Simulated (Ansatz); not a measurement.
Polymorphs of YSi$_{2}$, each relaxed with the program Ansatz at the PBEsol level (PAW):

A: MoSi2 or CaC2 type (I4/mmm)
a = b = 3.359 Å, c = 9.846 Å, α = β = γ = 90.00°

```json
[
 {"atom": "Y", "site": "2a", "symmetry": "4/mmm", "x": "0.0000", "y": "0.0000", "z": "0.0000"},
 {"atom": "Si", "site": "4e", "symmetry": "4mm", "x": "0.0000", "y": "0.0000", "z": "0.2968"}
]
```

B: I4_1/amd
a = 3.938 Å, b = 3.938 Å, c = 14.447 Å, α = 90.00°, β = 90.00°, γ = 90.00°

```csv
atom,site,symmetry,x,y,z
Y,4a,-4m2,0.0000,0.0000,0.0000
Si,8e,2mm.,0.0000,0.0000,0.4182
```

**Question.** Rank these by energy per atom at 0 K (lowest first), as PBEsol gives it.

**Answer.** B (+0 meV/atom), A (+221 meV/atom)

Constructed cells (a structure type filled with these elements, in neither database checked): A. Standing as an ambient phase not checked: B. All cells were relaxed under the symmetry of their starts (and spin orders); stability against distortions was not tested throughout. Rows with no word on spin ran without spin polarisation. Spin–orbit coupling is left out wherever it is not named.

Energies hold the estimated change up to a 700 eV cutoff; steps of a few meV lie near the error of the meshes.

Potentials: the later of the program's two PAW sets.
